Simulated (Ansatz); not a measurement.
## NaWO3: energy along a strain

NaWO3, Pm-3m, a = 3.850 Å (as given, not relaxed at this level: 4.5 GPa). The structure is a COD entry; whether it is the stable form wasn't checked. Ansatz: PBEsol, PAW, 420 eV, Γ-centred 12×12×12 mesh on 5 atoms, Gaussian smearing 0.15 eV; no spin polarisation. Cell vectors (Å): 3.850 0.000 0.000; 0.000 3.850 0.000; 0.000 0.000 3.850. The cell is strained by x per cent times the pattern (0 1 0 0 0 0) in the order xx yy zz yz xz xy (engineering shears), with fractional coordinates held. y is the free energy over the start, V0 = 11.413 Å³/atom.

```tsv
x (%)	y (meV/atom)
-2.00	?
-1.50	9.50
-1.00	5.25
-0.50	2.11
0.00	0.00
0.50	-1.12
1.00	-1.31
1.50	-0.63
1.75	0.03
2.00	0.88
```

**Question.** Fit y = c1 x + c2 x² + c3 x³ to the other rows, get the stiffness along the pattern, and predict the missing energy.

**Answer.** Least squares on the rows shown. y = −3.209 x + 1.972 x² − 0.07360 x³. The clamped-ion stiffness p·C·p = 2 × 19.72 eV × 160.2 / 11.413 Å³ = 554 GPa, which is C22 in these axes (C11 of the cubic crystal) (second derivative at the start, which stands under stress). At x = -2.00 the fit asked for gives 14.89 meV/atom. The run gave 14.90 meV/atom, so the fit is 0.01 meV/atom too low, a small miss on the scale of the series.

The cell has an odd number of electrons and ran without spin polarisation, so a magnetic or disproportionated state may lie lower. Spin–orbit coupling is left out, which can shift energies with elements as heavy as these.

Symmetry holds off the tilts and polar distortions that many cubic perovskites undergo.